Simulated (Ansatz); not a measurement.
Ti3AlN:
```yaml
crystal:
  lattice:
    - [4.05044, 0.00000, 0.00000]
    - [0.00000, 4.05044, 0.00000]
    - [0.00000, 0.00000, 4.05044]
  atoms:
    - { symbol: Ti, position: [0.50000, 0.00000, 0.50000] }
    - { symbol: Ti, position: [0.00000, 0.50000, 0.50000] }
    - { symbol: Ti, position: [0.50000, 0.50000, 0.00000] }
    - { symbol: Al, position: [0.00000, 0.00000, 0.00000] }
    - { symbol: N, position: [0.50000, 0.50000, 0.50000] }
```

Relaxed with LDA. Special points in fractions of this cell's reciprocal vectors: Γ (0.000, 0.000, 0.000); X (0.000, 0.500, 0.000); M (0.500, 0.500, 0.000); R (0.500, 0.500, 0.500).

Question: List the band energies nearest the Fermi level at these points for the program Ansatz at the LDA level (PAW).

Answer: In eV from the Fermi level; about four levels below and three above (degenerate sets whole), none deeper than 8.9 eV; points with the same levels are listed once.

```json
[
 {"k": "Γ", "below": "-2.20 -2.20 -1.96 -1.96 -1.96", "above": "1.28 1.28 1.28"},
 {"k": "X", "below": "-1.86 -1.86 -1.45 -0.84", "above": "0.49 0.51 1.39 1.39"},
 {"k": "M", "below": "-2.94 -2.94 -1.98 -0.10 -0.10", "above": "0.15 0.15 0.78"},
 {"k": "R", "below": "-1.63 -1.63 -1.63 -0.43 -0.43 -0.43", "above": "0.24 0.24 0.24"}
]
```

Space group Pm-3m (anti-perovskite). The workflow started from a Materials Project entry (that database holds measured and hypothetical structures alike); the Crystallography Open Database copy checked does not list it. Its standing as an ambient phase is unchecked. The cell was relaxed with LDA under the symmetry of its start; its stability against distortions is not shown here. The run is not spin-polarised.

Potentials: the later of the program's two PAW sets.
